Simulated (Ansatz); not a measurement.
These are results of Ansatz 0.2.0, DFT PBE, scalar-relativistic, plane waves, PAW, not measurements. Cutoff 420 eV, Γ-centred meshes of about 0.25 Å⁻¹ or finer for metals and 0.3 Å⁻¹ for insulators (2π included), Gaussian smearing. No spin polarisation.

All energies are static (0 K, no zero-point motion).

Two forms of Sc₂SnSe₅ were relaxed alike.

A.

```
Sc Sn Se
1.0
     2.75955   -6.74296    0.00000
     2.75955    6.74296    0.00000
     0.00000    0.00000   12.81128
Sc Sn Se
4 2 10
Direct
  0.83524 0.16476 0.06239
  0.83524 0.16476 0.43761
  0.16476 0.83524 0.56239
  0.16476 0.83524 0.93761
  0.19132 0.80868 0.25000
  0.80868 0.19132 0.75000
  0.31487 0.68513 0.07537
  0.03276 0.96724 0.09431
  0.74969 0.25031 0.25000
  0.31487 0.68513 0.42463
  0.03276 0.96724 0.40569
  0.68513 0.31487 0.57537
  0.96724 0.03276 0.59431
  0.25031 0.74969 0.75000
  0.68513 0.31487 0.92463
  0.96724 0.03276 0.90569
```

B.

```
Sc Sn Se
1.0
     3.87676    0.00000    0.00000
    -1.93838    3.35738    0.00000
     0.00000    0.00000   17.45609
Sc Sn Se
2 1 5
Cartesian
  1.9384 1.1191 6.9416
  0.0000 2.2383 10.5145
  0.0000 0.0000 0.0000
  1.9384 1.1191 1.5930
  0.0000 2.2383 15.8631
  0.0000 2.2383 5.5931
  1.9384 1.1191 11.8630
  0.0000 0.0000 8.7280
```

Question: Which would you expect to be lower, and how large is the difference?

Answer: B is lower, by 72 meV/atom. A has space group Cmcm (No. 63), 29.8 Å³/atom and a gap of 0.73 eV on its mesh; B has space group P-3m1 (No. 164), 28.4 Å³/atom and a gap of 0.79 eV. Counting Se atoms around Sc and Sn (those within 1.25 times the shortest such distance or 1.15 times the sum of covalent radii, 1.27 where that leaves under three; a plus sign parts nearer from farther groups), A has Sc 6, Sn 6 and B has Sc 3+3, Sn 6. A holds Se–Se pairs (shortest 2.57 Å); in B the shortest Se–Se distance is 3.85 Å. In A, Sc is surrounded by 6 Se at 2.67–2.78 Å; around Sn lie 6 Se at 2.79–2.92 Å; around Se on a site of symmetry m lie 3 Sc at 2.69–2.78 Å and 1 Sn at 2.79 Å; 2 more sites not described. In B, Sc is surrounded by 3 Se at 2.61 Å and 3 Se at 2.86 Å; around Sn lie 6 Se at 2.75 Å; around Se on a site of symmetry 3m lie 3 Sn at 2.75 Å; 2 more sites not described. Both come from trial cells of a structure search.

No dispersion correction is applied, so the spacing and binding between layers, chains or molecules are poorly described (P-3m1), and this can change margins and order among such cells. Kohn–Sham gaps at this level usually fall short of measured ones. Trial moments fell under 0.15 μB along the way in Cmcm; another start might hold them. With atoms moved at random, B came back. A had no clear such test and can be a saddle point.
